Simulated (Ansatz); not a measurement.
Geometry optimisation in Ansatz: input, command and trajectory.

```yaml
crystal:
  lattice:
    - [-6.420135, -6.420135, 0.0]
    - [0.0, 6.420135, 6.420135]
    - [-6.420135, 6.420135, -6.420135]
  atoms:
    - { symbol: Cd, position: [0.501455865, 0.9971245926, 0.0017797739] }
    - { symbol: Cd, position: [0.0005275479, 0.9963199708, 0.99863861] }
    - { symbol: Cd, position: [0.8372002093, 0.1657277184, 0.6669443238] }
    - { symbol: Cd, position: [0.6634614996, 0.3309479002, 0.3376646656] }
    - { symbol: Cd, position: [0.1648652536, 0.3301968779, 0.3305039933] }
    - { symbol: Cd, position: [0.5015206723, 0.4995063577, 0.0026167628] }
    - { symbol: Cd, position: [0.3350389629, 0.6690110886, 0.6673102343] }
    - { symbol: Cd, position: [0.1670456406, 0.8344588999, 0.3332876434] }
    - { symbol: Te, position: [0.3329178861, 0.1671850359, 0.9149814057] }
    - { symbol: Te, position: [0.8331011201, 0.1682076401, 0.9195196797] }
    - { symbol: Te, position: [0.665491524, 0.3335950887, 0.5845997052] }
    - { symbol: Te, position: [0.162060543, 0.3298824075, 0.5840197737] }
    - { symbol: Te, position: [0.5018299282, 0.5047044976, 0.2497232694] }
    - { symbol: Te, position: [0.998301492, 0.5014032933, 0.2494072092] }
    - { symbol: Te, position: [0.3307960509, 0.6653556692, 0.9182850788] }
    - { symbol: Te, position: [0.8284144557, 0.6667498846, 0.9184841907] }
    - { symbol: Te, position: [0.6700717279, 0.8368171364, 0.5852017463] }
    - { symbol: Te, position: [0.1638403121, 0.8334059794, 0.5838401015] }
    - { symbol: Te, position: [0.5038908126, 0.0002875705, 0.2507969477] }
    - { symbol: Te, position: [0.9983870093, 0.9991520157, 0.2459743577] }
    - { symbol: Hg, position: [0.3353136016, 0.167624568, 0.6647283726] }
    - { symbol: Hg, position: [0.0032910444, 0.503457285, 0.9999453157] }
    - { symbol: Hg, position: [0.8338470414, 0.6617213116, 0.6664354224] }
    - { symbol: Hg, position: [0.6665730349, 0.8310047984, 0.3336366725] }
  symmetry: { detect: false }
basis:
  ecutwfc: 420
kpoints:
  mp_grid: { grid: [2, 2, 1], shift: [0.5, 0.5, 0.0] }
hamiltonian:
  xc: pbe
scf:
  occupations: { method: gaussian, width: 0.1 }
  lower_state_search: "off"
output:
  forces: true
  stress: true
  eigenvalues: true
relax:
  adjacent_minimum: "off"
  f_tol: 0.04
  max_steps: 50
  cell: { stress_tol: 0.3 }
```

```bash
ansatz run input.yaml --threads 4 --pin off --max-ram 9216MiB --backend cpu --events-out ev --progress --plain --runs-dir out
```

These are results of DFT PBE, scalar-relativistic, plane waves, PAW in Ansatz 0.2.0, not measurements.

Of 5 frames 5 are shown, positions in Å and forces in eV/Å; the SCF threshold varies from step to step. Steps run on the plane waves of an earlier cell, with a Pulay correction in the pressure. The basis is chosen afresh for the last frame, the zero of the energies, and at times for earlier ones too; energy and pressure step there, also at an unchanged geometry.

```xyz
24
Lattice="-6.4201 -6.4201 0.0000 0.0000 6.4201 6.4201 -6.4201 6.4201 -6.4201" Properties=species:S:1:pos:R:3:forces:R:3 pbc="T T T" step=1 free_energy_over_end_meV_per_atom=46.32 pressure_GPa=4.32
Cd   -3.2308    3.1937    6.3902    0.1644    0.1341    0.1725
Cd   -6.4148   12.8045   -0.0149    0.0670    0.0757    0.2812
Cd   -9.6568   -0.0291   -3.2179    0.0610    0.4112   -0.0763
Cd   -6.4274    0.0331   -0.0431    0.0908   -0.0919    0.2729
Cd   -3.1803    3.1833   -0.0020   -0.0540    0.1453    0.0705
Cd   -3.2366    0.0039    3.1901    0.3069    0.0453   -0.0081
Cd   -6.4352    6.4284    0.0109    0.1063   -0.0584   -0.0354
Cd   -3.2122    6.4246    3.2176    0.0008   -0.0287    0.0740
Te   -8.0117    4.8103   -4.8010   -0.2379   -0.0130   -0.1927
Te  -11.2521    1.6347   -4.8235    0.0542   -0.2368    0.0028
Te   -8.0258    1.6224   -1.6115   -0.1553   -0.3118   -0.2127
Te   -4.7899    4.8269   -1.6316   -0.1888   -0.1168    0.4696
Te   -4.8251    1.6217    1.6370    0.0779   -0.1303   -0.5176
Te   -8.0105   -1.5889    1.6178   -0.1225    0.1064   -0.2345
Te   -8.0193    8.0434   -1.6238   -0.1974   -0.2992    0.1472
Te  -11.2153    4.8589   -1.6162   -0.0343   -0.2797    0.0307
Te   -8.0590    4.8276    1.6154    0.1747   -0.0654   -0.1867
Te   -4.8002    8.0470    1.6022   -0.1344   -0.2626    0.0099
Te   -4.8452   -1.6231   -1.6083    0.1573    0.2766   -0.0083
Te   -7.9890    1.5841    4.8355   -0.2724   -0.0072   -0.1243
Hg   -6.4204    3.1911   -3.1915    0.1179    0.1255   -0.0468
Hg   -6.4409    9.6309   -3.1875    0.2305    0.1579   -0.0326
Hg   -9.6320    3.1735   -0.0303   -0.0138    0.2812    0.0783
Hg   -6.4215    3.1977    3.1932   -0.1991    0.1426    0.0665
24
Lattice="-6.7029 -6.6673 0.0378 -0.0377 6.6673 6.7030 -6.6582 6.6605 -6.6585" Properties=species:S:1:pos:R:3:forces:R:3 pbc="T T T" step=2 free_energy_over_end_meV_per_atom=4.49 pressure_GPa=-0.84
Cd   -3.3922    3.3280    6.7206   -0.0340   -0.0096   -0.0623
Cd   -6.6876   13.3016    0.0662   -0.0131    0.0406   -0.0639
Cd  -10.0606   -0.0117   -3.3057    0.0092   -0.0701    0.0348
Cd   -6.7021    0.0065    0.0312   -0.0268   -0.0070   -0.0274
Cd   -3.3231    3.3275    0.0269    0.0042    0.0021   -0.0127
Cd   -3.3609   -0.0016    3.3433   -0.0489    0.0346    0.0091
Cd   -6.6999    6.6562    0.0499   -0.0059    0.0167   -0.0195
Cd   -3.3672    6.6577    3.3791   -0.0008    0.0102   -0.0308
Te   -8.3652    4.9986   -4.9947    0.0865   -0.0142    0.0649
Te  -11.6935    1.6647   -4.9651   -0.0756    0.0223   -0.0241
Te   -8.3814    1.6381   -1.6548    0.0105    0.0672    0.0438
Te   -5.0061    5.0133   -1.5986   -0.0097   -0.0075   -0.1865
Te   -5.0285    1.6729    1.6547   -0.0232    0.0119    0.1738
Te   -8.3971   -1.6301    1.7039    0.0476   -0.0702    0.0654
Te   -8.3781    8.3129   -1.6116   -0.0034    0.0662   -0.0725
Te  -11.6979    5.0155   -1.6066   -0.0550    0.0293   -0.0279
Te   -8.3867    5.0248    1.7112   -0.0846   -0.0735    0.0494
Te   -5.0388    8.3092    1.7037    0.0207    0.1076    0.0039
Te   -5.0120   -1.6295   -1.6422   -0.0265   -0.1529   -0.0106
Te   -8.4276    1.6493    5.0878    0.1362    0.0517   -0.0372
Hg   -6.6689    3.3292   -3.2986    0.0282    0.0041    0.0246
Hg   -6.6799    9.9993   -3.2959   -0.0173    0.0015    0.0131
Hg  -10.0473    3.3098    0.0498    0.0386   -0.0320    0.0379
Hg   -6.7297    3.3298    3.3811    0.0430   -0.0290    0.0548
24
Lattice="-6.6762 -6.5431 0.0286 -0.0304 6.5449 6.6727 -6.6118 6.5074 -6.6047" Properties=species:S:1:pos:R:3:forces:R:3 pbc="T T T" step=3 free_energy_over_end_meV_per_atom=0.81 pressure_GPa=0.17
Cd   -3.3594    3.2944    6.6920    0.0205    0.0017    0.0278
Cd   -6.6608   13.0467    0.0562    0.0042   -0.0137   -0.0007
Cd   -9.9873   -0.0315   -3.2830   -0.0318    0.0262   -0.0044
Cd   -6.6843   -0.0180    0.0332   -0.0282   -0.0092    0.0410
Cd   -3.3233    3.2546    0.0249    0.0170    0.0431    0.0043
Cd   -3.3652   -0.0032    3.3308    0.0086   -0.0241    0.0153
Cd   -6.6670    6.5119    0.0476   -0.0120    0.0111   -0.0266
Cd   -3.3481    6.5301    3.3387    0.0341   -0.0038   -0.0102
Te   -8.2847    4.8846   -4.9254   -0.0165    0.0078   -0.0162
Te  -11.6313    1.6096   -4.9560   -0.0007   -0.0346    0.0019
Te   -8.3485    1.6166   -1.6180    0.0231   -0.0473   -0.0188
Te   -4.9830    4.9125   -1.6286    0.0055   -0.0158    0.0231
Te   -5.0172    1.6340    1.6705   -0.0009   -0.0143   -0.0199
Te   -8.3473   -1.6440    1.7121   -0.0031   -0.0068   -0.0161
Te   -8.3428    8.1513   -1.5967    0.0034   -0.0359   -0.0080
Te  -11.6493    4.8937   -1.5869    0.0200    0.0053    0.0172
Te   -8.3232    4.9078    1.7433    0.0250    0.0114   -0.0109
Te   -5.0051    8.1647    1.6814   -0.0166   -0.0443    0.0255
Te   -4.9829   -1.6078   -1.6303   -0.0015    0.0116   -0.0164
Te   -8.3817    1.6377    5.0317   -0.0090   -0.0139    0.0013
Hg   -6.6168    3.2047   -3.2558    0.0049    0.0448   -0.0032
Hg   -6.6048    9.7271   -3.2462    0.0002    0.0559    0.0021
Hg   -9.9596    3.2532    0.0962   -0.0418    0.0579   -0.0336
Hg   -6.6406    3.2509    3.3992   -0.0044   -0.0128    0.0256
24
Lattice="-6.6788 -6.5556 0.0356 -0.0333 6.5533 6.6771 -6.6197 6.5321 -6.6226" Properties=species:S:1:pos:R:3:forces:R:3 pbc="T T T" step=4 free_energy_over_end_meV_per_atom=0.60 pressure_GPa=0.01
Cd   -3.3662    3.2663    6.7005   -0.0179    0.0119   -0.0179
Cd   -6.6795   13.0763    0.0489   -0.0055   -0.0006   -0.0046
Cd  -10.0015   -0.0178   -3.2967    0.0166   -0.0108    0.0072
Cd   -6.6985   -0.0204    0.0400    0.0197    0.0053   -0.0127
Cd   -3.3244    3.2704    0.0254   -0.0191   -0.0132   -0.0117
Cd   -3.3620   -0.0092    3.3282   -0.0093    0.0055   -0.0134
Cd   -6.6813    6.5391    0.0303    0.0089   -0.0050    0.0092
Cd   -3.3470    6.5360    3.3313   -0.0127    0.0006    0.0144
Te   -8.3039    4.8948   -4.9510    0.0099   -0.0020    0.0079
Te  -11.6551    1.6175   -4.9567    0.0044    0.0112   -0.0034
Te   -8.3455    1.6190   -1.6278   -0.0227    0.0078   -0.0011
Te   -4.9808    4.9289   -1.6285    0.0047    0.0085   -0.0027
Te   -5.0218    1.6353    1.6680    0.0030   -0.0112    0.0092
Te   -8.3524   -1.6494    1.7132    0.0088    0.0079    0.0101
Te   -8.3437    8.1718   -1.6256    0.0003    0.0091    0.0085
Te  -11.6463    4.9272   -1.5828   -0.0157    0.0067   -0.0116
Te   -8.3199    4.9203    1.7394   -0.0252    0.0028   -0.0051
Te   -5.0146    8.1765    1.6864   -0.0017    0.0082   -0.0221
Te   -4.9824   -1.6119   -1.6308    0.0064   -0.0157    0.0125
Te   -8.3951    1.6308    5.0447    0.0039   -0.0036   -0.0011
Hg   -6.6231    3.2445   -3.2655    0.0031   -0.0069    0.0024
Hg   -6.6057    9.7994   -3.2530    0.0050   -0.0042    0.0029
Hg   -9.9791    3.2715    0.0874    0.0194   -0.0200    0.0160
Hg   -6.6545    3.2457    3.4143    0.0157    0.0079    0.0074
24
Lattice="-6.6788 -6.5556 0.0356 -0.0333 6.5533 6.6771 -6.6197 6.5321 -6.6226" Properties=species:S:1:pos:R:3:forces:R:3 pbc="T T T" step=5 free_energy_over_end_meV_per_atom=0.00 pressure_GPa=0.00
Cd   -3.3662    3.2663    6.7005   -0.0179    0.0118   -0.0179
Cd   -6.6795   13.0763    0.0489   -0.0055   -0.0007   -0.0046
Cd  -10.0015   -0.0178   -3.2967    0.0166   -0.0108    0.0072
Cd   -6.6985   -0.0204    0.0400    0.0197    0.0052   -0.0127
Cd   -3.3244    3.2704    0.0254   -0.0191   -0.0132   -0.0117
Cd   -3.3620   -0.0092    3.3282   -0.0092    0.0055   -0.0134
Cd   -6.6813    6.5391    0.0303    0.0089   -0.0050    0.0092
Cd   -3.3470    6.5360    3.3313   -0.0126    0.0006    0.0144
Te   -8.3039    4.8948   -4.9510    0.0100   -0.0020    0.0080
Te  -11.6551    1.6175   -4.9567    0.0043    0.0112   -0.0035
Te   -8.3455    1.6190   -1.6278   -0.0227    0.0079   -0.0011
Te   -4.9808    4.9289   -1.6285    0.0046    0.0085   -0.0028
Te   -5.0218    1.6353    1.6680    0.0030   -0.0112    0.0091
Te   -8.3524   -1.6494    1.7132    0.0088    0.0079    0.0101
Te   -8.3437    8.1718   -1.6256    0.0003    0.0091    0.0085
Te  -11.6463    4.9272   -1.5828   -0.0157    0.0066   -0.0116
Te   -8.3199    4.9203    1.7394   -0.0252    0.0028   -0.0051
Te   -5.0146    8.1765    1.6864   -0.0017    0.0083   -0.0221
Te   -4.9824   -1.6119   -1.6308    0.0063   -0.0157    0.0125
Te   -8.3951    1.6308    5.0447    0.0039   -0.0036   -0.0011
Hg   -6.6231    3.2445   -3.2655    0.0031   -0.0069    0.0024
Hg   -6.6057    9.7994   -3.2530    0.0050   -0.0042    0.0029
Hg   -9.9791    3.2715    0.0874    0.0194   -0.0201    0.0160
Hg   -6.6545    3.2457    3.4143    0.0157    0.0079    0.0074
```

The run took 2.2 min on 4 threads of Intel(R) Xeon(R) Platinum 8259CL CPU @ 2.50GHz (Skylake/Cascade Lake) (shared host), peak memory 2.5 GiB.

The k mesh is coarse. Spin–orbit coupling is left out, which can shift energies with elements as heavy as these.